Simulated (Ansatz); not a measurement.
The cell is Ga₃SbN₂ as one 6-atom ordering (Imm2) on the zincblende lattice (it has left that coordination); cell and atoms were relaxed with r2SCAN. The symmetry is Imm2 (No. 44, orthorhombic); a = 3.185 Å, b = 11.627 Å, c = 5.079 Å in the conventional setting, 15.67 Å³ an atom. N is surrounded by 4 Ga at 1.93–2.19 Å; Ga is surrounded by 3 N at 1.93–1.94 Å and 1 Sb at 2.72 Å; Sb is surrounded by 6 Ga at 2.72–3.17 Å and 2 Sb at 3.19 Å; Ga is surrounded by 2 N at 2.19 Å and 4 Sb at 2.83–3.17 Å.

```cif
data_structure
_symmetry_space_group_name_H-M 'Imm2'
_symmetry_Int_Tables_number 44
_cell_length_a 3.1852
_cell_length_b 11.6274
_cell_length_c 5.0786
_cell_angle_alpha 90.000
_cell_angle_beta 90.000
_cell_angle_gamma 90.000
_cell_volume 188.09
loop_
_atom_site_label
_atom_site_type_symbol
_atom_site_symmetry_multiplicity
_atom_site_Wyckoff_symbol
_atom_site_fract_x
_atom_site_fract_y
_atom_site_fract_z
_atom_site_occupancy
N1 N 4 d 0.00000 0.31365 0.98630 1
Ga1 Ga 4 d 0.50000 0.29499 0.19974 1
Sb1 Sb 2 a 0.00000 0.00000 0.95837 1
Ga2 Ga 2 b 0.50000 0.00000 0.41955 1
```

The questions ask for values computed with the plane-wave code Ansatz on this geometry. No magnetic order. The prototype was imposed, so other structures may be more stable.

**Question.** Is there a gap with PBE, and of what kind?

**Answer.** With PBE the bands overlap by 2.44 eV (counted from 1, band 32 peaks at W–S (0.90 of the way from W) and band 33 bottoms out at X–F₀ (0.60 of the way from X)): no gap.

**Question.** How does the gap change from PBE to PBE+SOC (10×10×10)?

**Answer.** PBE+SOC gives no gap: the lowest nominally empty band dips 2.47 eV below the top of the last filled one (its bottom at X–F₀ (0.60 of the way from X), the top at W–S (0.90 of the way from W)), so the cell is a metal or semimetal at this level.

**Question.** Estimate the gap with r2SCAN on 10×10×10.

**Answer.** With r2SCAN the bands overlap by 2.64 eV (counted from 1, band 32 peaks at W–S (0.90 of the way from W) and band 33 bottoms out at X–F₀ (0.60 of the way from X)): no gap.

Only the levels marked +SOC include spin-orbit coupling.

Where an edge lies off the special points, it is a point of the mesh or the k point where a search put PBE's edge or least direct gap, reused for the other functionals, whose own edges may lie a little apart; PBE's own value is read along its path and can be a few hundredths of an eV high.
